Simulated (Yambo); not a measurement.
A G0W0@PBE run in Yambo for BeTe (zinc blende, space group F-43m, No. 216) under isotropic strain of -2 % on all lattice vectors (4×4×4 Γ-centred k mesh, bands 6 to 200 and a 15 Ry block in the screening, 200 bands in G with the Bruneval-Gonze terminator, plasmon pole fitted at 27.2 eV) gives these matrix elements, in eV, at the band edges (Γ → X):

| state | E0 | <Vxc> | <Σx> | <Σc(E0)> | Z |
|---|---|---|---|---|---|
| valence edge | 0.000 | -13.628 | -15.371 | 0.666 | 0.808 |
| conduction edge | 1.799 | -9.312 | -5.457 | -3.867 | 0.820 |

Question: Solve the linearised quasiparticle equation for both states, give the gap, and say how exchange and correlation each act on it.

Answer: E = E0 + Z(Σx + Σc − Vxc). Valence: 0.000 + 0.808 × (-15.371 + (0.666) − (-13.628)) = -0.87 eV. Conduction: 1.799 + 0.820 × (-5.457 + (-3.867) − (-9.312)) = 1.79 eV. The gap is 2.66 eV, against 1.80 eV in PBE. Replacing Vxc by bare exchange alone would open it by 5.60 eV; correlation takes back 4.53 eV of that, and Z scales what is left. Convergence of the G0W0 settings was not tested. Without spin-orbit coupling, band edges of such heavy elements can be off by tenths of an eV.

Geometry strained from the cell relaxed with PBEsol, atoms relaxed again; primitive cell a = 3.885 Å, b = 3.885 Å, c = 3.885 Å, α = 60.00°, β = 60.00°, γ = 60.00°.

The potentials are those of PseudoDojo's stringent table.
